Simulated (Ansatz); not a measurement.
SrAl2Pb2 in space group I4/mmm (No. 139; Pb on 4e, Sr on 2a, Al on 4d), PBEsol (plane waves, PAW; program Ansatz), all energies at zero smearing, with the estimated change up to a 700 eV cutoff added, with one set of potentials and settings (totals compare only within such a set). Cell of 5 atoms (2 Pb, 1 Sr, 2 Al): -28051.626 eV.

```
element             reference phase  E (eV/atom)
-------  --------------------------  -----------
Pb       Fm-3m, 1 atoms in the cell  -11754.9486
Sr       Fm-3m, 1 atoms in the cell   -3492.2134
Al       Fm-3m, 1 atoms in the cell    -524.5507
```

Formation energy per atom, worked out: (-28051.626 − 2×(-11754.9486) − 1×(-3492.2134) − 2×(-524.5507))/5 = -0.083 eV/atom (-8 kJ per mol of atoms), at 0 K, without zero-point energy or fitted corrections.

The workflow started from an entry of the Crystallography Open Database (COD). Its standing as an ambient phase is unchecked. The PBEsol relaxation kept the symmetry of its start; whether a distortion lowers the energy is not shown. The volume moved by 24 % from the start of the relaxation. The references are the lowest solids computed at this level, not always the standard phases. Scalar-relativistic: spin–orbit coupling is off unless named, which matters more the heavier the elements.

Potentials: the later of the program's two PAW sets.
